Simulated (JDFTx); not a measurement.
Cu(110) slab cut from bulk Cu (space group Fm-3m, indices of the conventional cell, lattice of the Materials Project entry mp-30, not re-optimised): 8 atoms in 4 planes, a (2×1) cell of 18.10 Å² (|a| = 7.155, |b| = 2.530 Å), 3.7 Å between the outermost planes, cell height 22.8 Å, 4×8×1 k mesh, Fermi smearing 0.01 Ha, no spin polarisation.

Adsorbate: S on both faces at 0.50 monolayer, started bridge and relaxed in vacuum, keeping the symmetry of the start.

Computed with JDFTx (a modified build): PBE-D3(BJ), GBRV ultrasoft potentials, plane waves to 20/100 Ha. The adsorption energy per S is [E(slab + 2 S) − E(slab)]/2 − (E(H2S) − E(H2)), with the gas molecules relaxed at the same level and slab energies taken as (E + F)/2, the usual estimate of zero smearing. In reaction energies these potentials put H₂ about 0.03 eV too high against large-basis PBE. No zero-point energy or vibrational entropy is included. Both faces are alike, and the cell allows no reconstruction beyond its size.

### Question
Predict the adsorption energy and the geometry, and the change of the work function.

### Answer
-1.11 eV. S sits 1.11 Å above the highest substrate atom, bound to 5 Cu at 2.42 Å. The work function goes from 4.44 to 4.74 eV. In CANDLE, water, 1 M KF, at zero charge, the adsorption energy is -1.10 eV and the potential of zero charge moves from -0.33 to 0.00 V vs SHE (4.44 V convention).
